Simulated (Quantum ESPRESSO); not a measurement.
## Au2AlSn2Ti3 (finding a planted mistake in a log)

A calculation, not a measurement. The program is pw.x of Quantum ESPRESSO 7.5 (plane-wave density functional theory). The cell is made up: eight metal atoms on a face-centred cubic lattice, with elements, volume, strain and displacements drawn at random and not relaxed, so it may be unstable or far from any real phase. PseudoDojo standard norm-conserving files set the functional (PBE unless stated); there is no spin polarisation or spin-orbit coupling, the Fermi-Dirac width of 0.25 eV means electrons at about 2900 K, and the masses in the input are unused placeholders. The tin pseudopotential is less sure than most, with forces differing by about three percent from a second method on plain tin. Heavy elements are run without spin-orbit coupling, which real alloys of them have. A spin test at this wide smearing found no moment, but such smearing suppresses magnetism that the real alloy may have.

Intended input:

```
&control calculation='scf', pseudo_dir='./dojo.nc.sr.pbe.v0_5.standard.upf', outdir='./o', disk_io='minimal', tprnfor=.true., tstress=.true. /
&system ibrav=0, nat=8, ntyp=4, nbnd=65, ecutwfc=84.00895049, nosym=.true., tot_charge=0,
 occupations='smearing', smearing='fd', degauss=0.0183746611
/
&electrons conv_thr=1.470e-08, electron_maxstep=70, mixing_beta=0.5 /
ATOMIC_SPECIES
Al 1.0 Al.upf
Au 1.0 Au.upf
Sn 1.0 Sn.upf
Ti 1.0 Ti.upf
CELL_PARAMETERS angstrom
-0.0281 2.087 2.0866
-4.2001 2.1569 -2.1002
-4.0695 -6.2275 6.2823
ATOMIC_POSITIONS angstrom
Au -0.1992 0.0515 -0.1953
Al -3.982 -4.0785 4.2159
Sn -4.1079 -2.0788 2.1402
Ti -4.1699 0.0167 -0.0448
Ti -1.9395 -2.0888 4.0515
Sn -2.1957 0.0221 2.322
Ti -2.147 2.1794 -0.0843
Au -6.1842 -1.9147 4.2085
K_POINTS automatic
8 5 3 1 1 1
```

The log is shortened where brackets say so; the opening notice, blank lines, dates and the lines on written files are dropped, and the path of the files is cut. It prints rydbergs, bohrs and kilobars, and counts compression as positive stress. Its total energy is the free energy E - TS of the whole cell.

Log of the intended run:

```
     Program PWSCF v.7.5
     Parallel version (MPI & OpenMP), running on       4 processor cores
     Number of MPI processes:                 4
     Threads/MPI process:                     1
     [start-up lines left out]
     bravais-lattice index     =            0
     lattice parameter (alat)  =       5.5772  a.u.
     unit-cell volume          =     983.8029 (a.u.)^3
     number of atoms/cell      =            8
     number of atomic types    =            4
     number of electrons       =       105.00
     number of Kohn-Sham states=           65
     kinetic-energy cutoff     =      84.0090  Ry
     charge density cutoff     =     336.0358  Ry
     scf convergence threshold =      1.5E-08
     mixing beta               =       0.5000
     number of iterations used =            8  plain     mixing
     Exchange-correlation= PBE
                           (   1   4   3   4   0   0   0)
     [axes and pseudopotential details left out]
   Cartesian axes
     site n.     atom                  positions (alat units)
         1        Au     tau(   1) = (  -0.0674953   0.0174499  -0.0661739  )
         2        Al     tau(   2) = (  -1.3492292  -1.3819265   1.4284820  )
         3        Sn     tau(   3) = (  -1.3918882  -0.7043641   0.7251684  )
         4        Ti     tau(   4) = (  -1.4128958   0.0056585  -0.0151797  )
         5        Ti     tau(   5) = (  -0.6571648  -0.7077524   1.3727781  )
         6        Sn     tau(   6) = (  -0.7439735   0.0074882   0.7867680  )
         7        Ti     tau(   7) = (  -0.7274724   0.7384506  -0.0285635  )
         8        Au     tau(   8) = (  -2.0954052  -0.6487617   1.4259747  )
     number of k points=    60  Fermi-Dirac smearing, width (Ry)=  0.0184
                       cart. coord. in units 2pi/alat
        k(    1) = (  -0.0822267   0.0312636   0.0560239), wk =   0.0333333
        k(    2) = (   0.0376699   0.1503402  -0.0614609), wk =   0.0333333
     [further k points left out]
     Dense  grid:   102329 G-vectors     FFT dimensions: (  36,  60, 108)
     Estimated max dynamical RAM per process >     364.44 MB
     Estimated total dynamical RAM >       1.35 GB
     Initial potential from superposition of free atoms
     starting charge     104.9895, renormalised to     105.0000
     Starting wfcs are   72 randomized atomic wfcs
     total cpu time spent up to now is       10.4 secs
     per-process dynamical memory:   294.4 Mb
     Self-consistent Calculation
     iteration #  1     ecut=    84.01 Ry     beta= 0.50
     Davidson diagonalization with overlap
     ethr =  1.00E-02,  avg # of iterations =  2.8
     total cpu time spent up to now is       33.8 secs
     total energy              =   -1264.04062750 Ry
     estimated scf accuracy    <       7.26841085 Ry
     iteration #  2     ecut=    84.01 Ry     beta= 0.50
     Davidson diagonalization with overlap
     ethr =  6.92E-03,  avg # of iterations =  5.0
     total cpu time spent up to now is       62.1 secs
     total energy              =   -1262.85399758 Ry
     estimated scf accuracy    <     109.98817701 Ry
     [iterations 3 to 17 left out]
     iteration # 18     ecut=    84.01 Ry     beta= 0.50
     Davidson diagonalization with overlap
     ethr =  1.57E-11,  avg # of iterations =  3.9
     total cpu time spent up to now is      399.0 secs
     total energy              =   -1268.86409077 Ry
     estimated scf accuracy    <       0.00000002 Ry
     iteration # 19     ecut=    84.01 Ry     beta= 0.50
     Davidson diagonalization with overlap
     ethr =  1.57E-11,  avg # of iterations =  1.7
     total cpu time spent up to now is      415.0 secs
     End of self-consistent calculation
     [lines on levels left out]
!    total energy              =   -1268.86409077 Ry
     estimated scf accuracy    <          8.8E-10 Ry
     smearing contrib. (-TS)   =      -0.09969631 Ry
     internal energy E=F+TS    =   -1268.76439446 Ry
     The total energy is F=E-TS. E is the sum of the following terms:
     one-electron contribution =    -470.92531405 Ry
     hartree contribution      =     288.75666411 Ry
     xc contribution           =    -247.28586069 Ry
     ewald contribution        =    -839.30988383 Ry
     convergence has been achieved in  19 iterations
     Forces acting on atoms (cartesian axes, Ry/au):
     atom    1 type  2   force =     0.02189938   -0.00091520    0.01403657
     atom    2 type  1   force =    -0.00614616   -0.02655786    0.01460137
     atom    3 type  3   force =    -0.07895064   -0.01964556    0.02717969
     atom    4 type  4   force =     0.02602957    0.01615939   -0.00061266
     atom    5 type  4   force =    -0.01274084   -0.02028531    0.03544485
     atom    6 type  3   force =     0.08116942    0.06367977   -0.09369133
     atom    7 type  4   force =    -0.01511435    0.00272866   -0.01031771
     atom    8 type  2   force =    -0.01614637   -0.01516389    0.01335921
     Total force =     0.179427     Total SCF correction =     0.000085
     Computing stress (Cartesian axis) and pressure
          total   stress  (Ry/bohr**3)                   (kbar)     P=       58.71
   0.00035369   0.00032175  -0.00027297           52.03       47.33      -40.15
   0.00032175   0.00042141   0.00017161           47.33       61.99       25.24
  -0.00027297   0.00017161   0.00042229          -40.15       25.24       62.12
     init_run     :      8.86s CPU      9.41s WALL (       1 calls)
     electrons    :    402.48s CPU    404.71s WALL (       1 calls)
     forces       :      3.17s CPU      3.20s WALL (       1 calls)
     stress       :     10.65s CPU     10.67s WALL (       1 calls)
     [timing details left out]
     PWSCF        :   7m 6.17s CPU   7m 9.04s WALL
     JOB DONE.
```

A second run was made from an input with one planted mistake. Its log:

```
     Program PWSCF v.7.5
     Parallel version (MPI & OpenMP), running on       4 processor cores
     Number of MPI processes:                 4
     Threads/MPI process:                     1
     [start-up lines left out]
     bravais-lattice index     =            0
     lattice parameter (alat)  =       5.5772  a.u.
     unit-cell volume          =     983.8029 (a.u.)^3
     number of atoms/cell      =            8
     number of atomic types    =            4
     number of electrons       =       105.00
     number of Kohn-Sham states=           65
     kinetic-energy cutoff     =      84.0090  Ry
     charge density cutoff     =     336.0358  Ry
     scf convergence threshold =      1.5E-08
     mixing beta               =       0.5000
     number of iterations used =            8  plain     mixing
     Exchange-correlation= PBE
                           (   1   4   3   4   0   0   0)
     [axes and pseudopotential details left out]
   Cartesian axes
     site n.     atom                  positions (alat units)
         1        Au     tau(   1) = (  -0.0674953   0.0174499  -0.0661739  )
         2        Al     tau(   2) = (  -1.3492292  -1.3819265   1.4284820  )
         3        Sn     tau(   3) = (  -1.3918882  -0.6535393   0.7251684  )
         4        Ti     tau(   4) = (  -1.4128958   0.0056585  -0.0151797  )
         5        Ti     tau(   5) = (  -0.6571648  -0.7077524   1.3727781  )
         6        Sn     tau(   6) = (  -0.7439735   0.0074882   0.7867680  )
         7        Ti     tau(   7) = (  -0.7274724   0.7384506  -0.0285635  )
         8        Au     tau(   8) = (  -2.0954052  -0.6487617   1.4259747  )
     number of k points=    60  Fermi-Dirac smearing, width (Ry)=  0.0184
                       cart. coord. in units 2pi/alat
        k(    1) = (  -0.0822267   0.0312636   0.0560239), wk =   0.0333333
        k(    2) = (   0.0376699   0.1503402  -0.0614609), wk =   0.0333333
     [further k points left out]
     Dense  grid:   102329 G-vectors     FFT dimensions: (  36,  60, 108)
     Estimated max dynamical RAM per process >     364.44 MB
     Estimated total dynamical RAM >       1.35 GB
     Initial potential from superposition of free atoms
     starting charge     104.9895, renormalised to     105.0000
     Starting wfcs are   72 randomized atomic wfcs
     total cpu time spent up to now is        6.8 secs
     per-process dynamical memory:   294.4 Mb
     Self-consistent Calculation
     iteration #  1     ecut=    84.01 Ry     beta= 0.50
     Davidson diagonalization with overlap
     ethr =  1.00E-02,  avg # of iterations =  2.7
     total cpu time spent up to now is       20.7 secs
     total energy              =   -1263.87128580 Ry
     estimated scf accuracy    <       7.49166276 Ry
     iteration #  2     ecut=    84.01 Ry     beta= 0.50
     Davidson diagonalization with overlap
     ethr =  7.13E-03,  avg # of iterations =  5.2
     total cpu time spent up to now is       39.0 secs
     total energy              =   -1262.68670734 Ry
     estimated scf accuracy    <     113.20745878 Ry
     [iterations 3 to 16 left out]
     iteration # 17     ecut=    84.01 Ry     beta= 0.50
     Davidson diagonalization with overlap
     ethr =  5.55E-11,  avg # of iterations =  4.4
     total cpu time spent up to now is      256.1 secs
     total energy              =   -1268.85335717 Ry
     estimated scf accuracy    <       0.00000005 Ry
     iteration # 18     ecut=    84.01 Ry     beta= 0.50
     Davidson diagonalization with overlap
     ethr =  4.47E-11,  avg # of iterations =  1.6
     total cpu time spent up to now is      267.6 secs
     End of self-consistent calculation
     [lines on levels left out]
!    total energy              =   -1268.85335717 Ry
     estimated scf accuracy    <          3.6E-09 Ry
     smearing contrib. (-TS)   =      -0.09968044 Ry
     internal energy E=F+TS    =   -1268.75367673 Ry
     The total energy is F=E-TS. E is the sum of the following terms:
     one-electron contribution =    -474.08076888 Ry
     hartree contribution      =     290.33715467 Ry
     xc contribution           =    -247.29478950 Ry
     ewald contribution        =    -837.71527302 Ry
     convergence has been achieved in  18 iterations
     Forces acting on atoms (cartesian axes, Ry/au):
     atom    1 type  2   force =     0.02173942   -0.00083262    0.01399342
     atom    2 type  1   force =    -0.00683322   -0.02003698    0.00783651
     atom    3 type  3   force =    -0.09144839   -0.05647643    0.04165331
     atom    4 type  4   force =     0.02630681    0.02097154   -0.00609784
     atom    5 type  4   force =    -0.02577723   -0.01040320    0.03300638
     atom    6 type  3   force =     0.09891281    0.07476849   -0.09230692
     atom    7 type  4   force =    -0.01465689    0.00320152   -0.01072429
     atom    8 type  2   force =    -0.00824332   -0.01119231    0.01263945
     Total force =     0.205146     Total SCF correction =     0.000264
     Computing stress (Cartesian axis) and pressure
          total   stress  (Ry/bohr**3)                   (kbar)     P=       63.03
   0.00041350   0.00033082  -0.00026431           60.83       48.67      -38.88
   0.00033082   0.00046309   0.00019460           48.67       68.12       28.63
  -0.00026431   0.00019460   0.00040888          -38.88       28.63       60.15
     init_run     :      6.23s CPU      6.60s WALL (       1 calls)
     electrons    :    258.67s CPU    260.80s WALL (       1 calls)
     forces       :      2.27s CPU      2.31s WALL (       1 calls)
     stress       :      7.78s CPU      7.79s WALL (       1 calls)
     [timing details left out]
     PWSCF        :   4m35.19s CPU   4m37.77s WALL
     JOB DONE.
```

Question: the log repeats what the program read. Compare it with the intended run: what was wrong in the second input?

Answer: one coordinate of one atom is wrong. The input lines that differ:

```
- Sn -4.1079 -2.0788 2.1402
+ Sn -4.1079 -1.9288 2.1402
```

```
                                            intended run  run with the mistake
                          free energy (eV)    -17263.775            -17263.629
         entropy term -TS, part of it (eV)        -1.356                -1.356
                            pressure (GPa)          5.87                  6.30
size of the largest force component (eV/Å)         2.409                 2.543
largest change of a force component (eV/Å)                               0.947
                                iterations            19                    18
```

For scale, a rerun of the intended cell at a higher cutoff and on a denser mesh moved values by no more than 0.009 eV in energy, 0.04 GPa in stress and 0.015 eV/Å in force, and a second program with other atomic files agreed on that cell to 2 % rms in force and 0.5 GPa in pressure.